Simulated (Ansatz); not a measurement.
Relaxing silicon (BC8)

Method: DFT, LDA (PW92), plane waves (420 eV) with PAW, scalar-relativistic in Ansatz 0.2.0. The PAW files were generated under PBE, with cores re-solved for the functional.

k-point mesh 4×4×4, Fermi-Dirac smearing 0.05 eV, no spin polarisation. Cell and atoms relax.

Starting structure:

```
CELL_PARAMETERS angstrom
-3.31800 3.31800 3.31800
3.31800 -3.31800 3.31800
3.31800 3.31800 -3.31800
ATOMIC_POSITIONS crystal
Si 0.20060 0.20060 0.20060
Si 0.50000 0.00000 0.29940
Si 0.29940 0.50000 0.00000
Si 0.00000 0.29940 0.50000
Si 0.79940 0.79940 0.79940
Si 0.50000 0.00000 0.70060
Si 0.70060 0.50000 0.00000
Si 0.00000 0.70060 0.50000
```

Task: What cell does the relaxation end in?

Result: Ia-3 with a = 6.567 Å; 17.70 Å³ per atom against 18.26 at the start (-3.1 %).

Task: How much energy does the relaxation gain?

Result: 6.6 meV per atom.

Path of the relaxation (the plane waves are chosen anew near the end, which can shift the energy a little):

```
step  E − E(final) (meV/atom)  V (Å³/atom)  P (GPa)  max force (eV/Å)
   0                     6.62       18.264    -2.18             0.133
   1                     0.80       17.839    -0.38             0.079
   2                    -0.13       17.689     0.08             0.006
   3                    -0.13       17.700    -0.01             0.000
   4                     0.00       17.700    -0.02             0.000
```
